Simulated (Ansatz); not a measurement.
The cell of La₂Hf₃C is invented: random cell by space group and Wyckoff sites (R-3m, No. 166). The dimensions are guesses.

```
CELL_PARAMETERS angstrom
2.57060 1.48414 4.80050
-2.57060 1.48414 4.80050
0.00000 -2.96828 4.80050
ATOMIC_POSITIONS crystal
La 0.33357 0.33357 0.33357
La 0.66643 0.66643 0.66643
Hf 0.00000 0.00000 0.50000
Hf 0.50000 0.00000 0.00000
Hf 0.00000 0.50000 0.00000
C 0.00000 0.00000 0.00000
```

Level of theory: DFT PBE, scalar-relativistic, plane waves, PAW (Ansatz). Cutoff 420 eV, Gaussian smearing, Γ-centred meshes. Cell and atoms relax first on a coarse mesh and then on a finer one. In between, the cell is made exact in the group found at 0.06 Å. In metals the finer mesh still leaves noise of several meV/atom or more. The steps can't lower the symmetry of their start. No spin polarisation.

A guess keeps its type if space group and coordination stay and the shape of the cell changes little (axis ratios within about 15 %, angles within 6°); the volume may change.

Q: Will the relaxed cell still be of the starting type?

A: It doesn't keep its type. The symmetry stays R-3m (No. 166). The volume per atom grows by 21.5 %, from 18.3 to 22.3 Å³. The shortest distance goes from 2.57 Å (Hf–Hf) to 2.67 Å (Hf–C). The ratio c/a of the conventional cell changes by a factor of 0.68. Counting neighbours within 15 % of an atom's shortest distance, the start has C 12, Hf 8, La 9 and the end C 6, Hf 2, La 4. In detail, at the end around La lie 1 La at 2.85 Å, 3 Hf at 3.10 Å, 6 Hf at 3.43 Å, 3 C at 3.65 Å and 3 La at 3.77 Å; Hf has 2 C at 2.67 Å, 2 La at 3.10 Å, 4 Hf at 3.13 Å and 4 La at 3.43 Å; C has 6 Hf at 2.67 Å, 6 La at 3.65 Å and 2 La at 4.50 Å.

```cif
data_structure
_symmetry_space_group_name_H-M 'R-3m:H'
_symmetry_Int_Tables_number 166
_cell_length_a 6.2511
_cell_length_b 6.2511
_cell_length_c 11.8390
_cell_angle_alpha 90.000
_cell_angle_beta 90.000
_cell_angle_gamma 120.000
_cell_volume 400.64
loop_
_atom_site_label
_atom_site_type_symbol
_atom_site_symmetry_multiplicity
_atom_site_Wyckoff_symbol
_atom_site_fract_x
_atom_site_fract_y
_atom_site_fract_z
_atom_site_occupancy
La1 La 6 c 0.33333 0.66667 0.04646 1
Hf1 Hf 9 d 0.16667 0.33333 0.83333 1
C1 C 3 a 0.00000 0.00000 0.00000 1
```

The zero of energy is the elements' standard structures at the same level; no fitted shifts are applied.

Q: At what energy does it end?

A: +0.53 eV/atom. It can't be a ground state, since the elements alone are lower.

The last run used a 12×12×12 mesh for its 6-atom cell and Gaussian smearing of 0.10 eV. Spin–orbit coupling, which can matter for Hf, is left out. The cell is a metal run without spin; a magnetic state may lie lower. The reference form of C is held partly by dispersion forces, which this level lacks. A structure relaxed within its symmetry needn't be a true minimum.
